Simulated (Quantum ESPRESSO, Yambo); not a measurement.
Si (diamond, space group Fd-3m, No. 227): static response along x against the Γ-centred k mesh (Yambo on norm-conserving LDA (Quantum ESPRESSO, 32 Ry, scalar-relativistic) bands; 26 bands, 4 Ry block). The smallest direct LDA gap is 2.54 eV.

| k mesh | ε(0), independent particles | ε(0), RPA with local fields |
|---|---|---|
| 6×6×6 | 17.8 | 16.3 |
| 8×8×8 | 15.2 | 13.9 |
| 12×12×12 | 14.1 | 12.8 |
| 16×16×16 | [?] | [?] |

Task: What does the densest mesh give?

Result: 
- 16×16×16, ε(0), independent particles: 14.0
- 16×16×16, ε(0), RPA with local fields: 12.6

The last step changes the RPA value by 1.1 %. Electronic response only; costs are rough.

Geometry relaxed with LDA; primitive cell a = 3.8149 Å, b = 3.8149 Å, c = 3.8149 Å, α = 60.00°, β = 60.00°, γ = 60.00°.
